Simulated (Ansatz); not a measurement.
GaAs:
```yaml
crystal:
  lattice:
    - [3.98872, 0.00000, 0.00000]
    - [-1.99436, 3.45433, 0.00000]
    - [0.00000, 0.00000, 6.57292]
  atoms:
    - { symbol: Ga, position: [0.33333, 0.66667, 0.00000] }
    - { symbol: Ga, position: [0.66667, 0.33333, 0.50000] }
    - { symbol: As, position: [0.33333, 0.66667, 0.37400] }
    - { symbol: As, position: [0.66667, 0.33333, 0.87400] }
```

x, y and z are the axes in which the lattice vectors are written.

### Question
Give the proper piezoelectric stress tensor with relaxed ions from plane-wave PAW PBEsol (Ansatz code).

### Answer
In C/m², rows x, y, z, Voigt columns; mesh uncertainty up to 0.01.
```
 0.00   0.00   0.00   0.00   0.09   0.00
 0.00   0.00   0.00   0.09   0.00   0.00
 0.07   0.07  -0.31   0.00   0.00   0.00
```

The elastic tensor of the same run (GPa):

|  | 1 | 2 | 3 | 4 | 5 | 6 |
|---|---|---|---|---|---|---|
| 1 | 132 | 44.8 | 29.0 | 0.0 | 0.0 | 0.0 |
| 2 | 44.8 | 132 | 29.0 | 0.0 | 0.0 | 0.0 |
| 3 | 29.0 | 29.0 | 154 | 0.0 | 0.0 | 0.0 |
| 4 | 0.0 | 0.0 | 0.0 | 34.5 | 0.0 | 0.0 |
| 5 | 0.0 | 0.0 | 0.0 | 0.0 | 34.5 | 0.0 |
| 6 | 0.0 | 0.0 | 0.0 | 0.0 | 0.0 | 43.6 |

### Question
Convert to strain constants d = e·S.

### Answer
In pC/N:
```
 0.0   0.0   0.0   0.0   2.7   0.0
 0.0   0.0   0.0   2.7   0.0   0.0
 0.8   0.8  -2.3   0.0   0.0   0.0
```

Space group P6_3mc (wurtzite). The workflow started from a Materials Project entry (that database holds measured and hypothetical structures alike); the Crystallography Open Database copy checked does not list it. It is not the phase usual at ambient conditions (space group No. 216). The cell was relaxed with PBEsol under the symmetry of its start; its stability against distortions is not shown here. Signs of piezoelectric constants follow the polarity of the cell as given.

Potentials: the earlier of the program's two PAW sets. The files were generated under PBE; for other functionals the program regenerates the frozen cores, and for LDA and PBEsol the local potential too.
